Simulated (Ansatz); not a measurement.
Given:

Ga:
```cif
data_Ga8
_chemical_formula_sum 'Ga8'
_space_group_name_H-M_alt 'Cmce'
_space_group_IT_number 64
_space_group_name_Hall '-C 2ac 2'
_cell_length_a 4.42475
_cell_length_b 7.49236
_cell_length_c 4.43341
_cell_angle_alpha 90.000
_cell_angle_beta 90.000
_cell_angle_gamma 90.000
loop_
_atom_site_label
_atom_site_type_symbol
_atom_site_symmetry_multiplicity
_atom_site_Wyckoff_symbol
_atom_site_fract_x
_atom_site_fract_y
_atom_site_fract_z
_atom_site_occupancy
Ga1 Ga 8 f 0.00000 0.34407 0.41529 1
```
(The calculation used a cell of 4 atoms; values per cell refer to that cell.)

This is the LDA-relaxed structure.

**Question.** All from the program Ansatz at the LDA level (PAW), unless another level is named. Predict the highest zone-centre frequency.

**Answer.** 242 cm⁻¹.

**Question.** And the bulk modulus (Birch–Murnaghan fit)?

**Answer.** 65.9 GPa.

The cell was relaxed with LDA under the symmetry of its start; of distortions, only those at the zone centre were tested. As this level gives no gap, phonon frequencies hold no LO–TO term and depend on the k-mesh and smearing (Fermi–Dirac, 0.1 eV here).

Potentials: the earlier of the program's two PAW sets.
